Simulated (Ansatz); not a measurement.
## Conduction electrons in LaZn (Pm-3m)

```
CELL_PARAMETERS angstrom
3.69593 0.00000 0.00000
0.00000 3.69593 0.00000
0.00000 0.00000 3.69593
ATOMIC_POSITIONS crystal
La 0.50000 0.50000 0.50000
Zn 0.00000 0.00000 0.00000
```

Level of theory, where no other is named: PBEsol, all-electron LAPW in Ansatz 0.2.0, with spin-orbit coupling. k mesh 8×8×8, fine mesh 12×12×12, Fermi-Dirac smearing of 0.100 eV, basis error target 1 meV/atom. The cell was relaxed by PAW under this functional, which moved its volume by -4 % from the database entry's.

Levels and slopes are solved on a 12×12×12 mesh, and each state is taken as quadratic over its cell.

Q: What is the density of states at the Fermi level, and which bare Sommerfeld coefficient follows?

A: N(E_F) = 0.989 states/eV/atom (both spins), so γ = (π²/3) k_B² N(E_F) = 2.33 mJ/(mol-atom K²) without electron-phonon or spin-fluctuation enhancement.

Q: What Drude plasma energy and σ/τ do the band velocities give?

A: (ħω_p,α)² = (e²/ε₀VN_k) Σ_nkσ (∂E/∂k_α)² δ(E − E_F) gives ħω_p = (5.19, 5.19, 5.19) eV along x, y, z, and σ/τ = ε₀ω_p² = 5.5×10²⁰ Ω⁻¹m⁻¹s⁻¹ along x. Weighted by the density of states, the mean Fermi speed is 0.454×10⁶ m/s; the surface has an area of 14.5 Å⁻² for each spin direction.

Q: Which bands cross the Fermi level, and what do they carry?

A: 

```csv
band,filled part,N (states/eV/cell),speed (10⁶ m/s),5th to 95th percentile,area (Å⁻²),filling
1,0.99,0.0885,0.461,0.19 to 0.68,1.32,nearly full
2,0.99,0.0885,0.461,0.19 to 0.68,1.32,nearly full
3,0.49,0.87,0.432,0.18 to 0.80,12.2,partly filled
4,0.49,0.87,0.432,0.18 to 0.80,12.2,partly filled
5,0.02,0.0303,1.07,1.01 to 1.15,1.05,nearly empty
6,0.02,0.0303,1.07,1.01 to 1.15,1.05,nearly empty
```

Q: Map the plane k₃ = 1/2 of the mesh: how many bands lie under the Fermi level at each point, counted from the least on the plane?

A: k₁ runs to the right and k₂ upwards, each from −½ to ½ with 0 in the middle (the axes needn't be at right angles):
```
664442224446
644442224444
444442224444
444442224444
022222222222
022222222222
022222222222
444442224444
444442224444
644442224444
664442224446
666440004466
```

Q: Tabulate the nesting function ξ(q) = Σ δ(ε_k) δ(ε_k+q) on the lines that the mesh holds, over its zone mean.

A: The deltas are Gaussians of 0.1 to 0.2 eV, set by mesh and band speed, and are averaged over mesh cells, which smears them further. ξ grows towards q = 0 in any metal, and zigzags from point to point can be the mesh's; no second mesh was run.

```json
{"Fine mesh": "12, 12, 12"}
```

```
   line   part  nesting
Gamma-X  0.167    1.771
Gamma-X  0.333    1.329
Gamma-X    0.5    1.158
Gamma-X  0.667    1.283
Gamma-X  0.833     1.31
Gamma-X      1    1.371
    X-M      0    1.371
    X-M  0.167    1.173
    X-M  0.333    1.048
    X-M    0.5    1.013
    X-M  0.667    1.055
    X-M  0.833   0.9472
    X-M      1   0.9134
M-Gamma      0   0.9134
M-Gamma  0.167   0.9966
M-Gamma  0.333    1.131
M-Gamma    0.5    1.073
M-Gamma  0.667    1.075
M-Gamma  0.833    1.464
Gamma-R  0.167    1.288
Gamma-R  0.333    1.105
Gamma-R    0.5    1.074
Gamma-R  0.667   0.8862
Gamma-R  0.833   0.7359
Gamma-R      1   0.6452
    R-X      0   0.6452
    R-X  0.167   0.7137
    R-X  0.333   0.8874
    R-X    0.5    0.986
    R-X  0.667   0.9776
    R-X  0.833    1.066
    R-X      1    1.371
    R-M      0   0.6452
    R-M  0.167   0.6843
    R-M  0.333   0.7824
    R-M    0.5   0.7839
    R-M  0.667   0.6814
    R-M  0.833   0.7523
    R-M      1   0.9134
```

Q: What does PAW give for the same cell?

A: N(E_F) = 0.989 states/eV/atom and ħω_p,x = 5.18 eV.

Q: And without spin-orbit coupling?

A: N(E_F) = 0.988 states/eV/atom and ħω_p,x = 5.13 eV, on a 16×16×16 mesh.

Limits of these numbers: filled d bands lie too high at this level, so their transitions start too early; these sums move with the mesh, by several per cent and more for small sheets; the frozen-core PAW files of the compared runs were fitted under PBE, their cores solved anew for this functional.
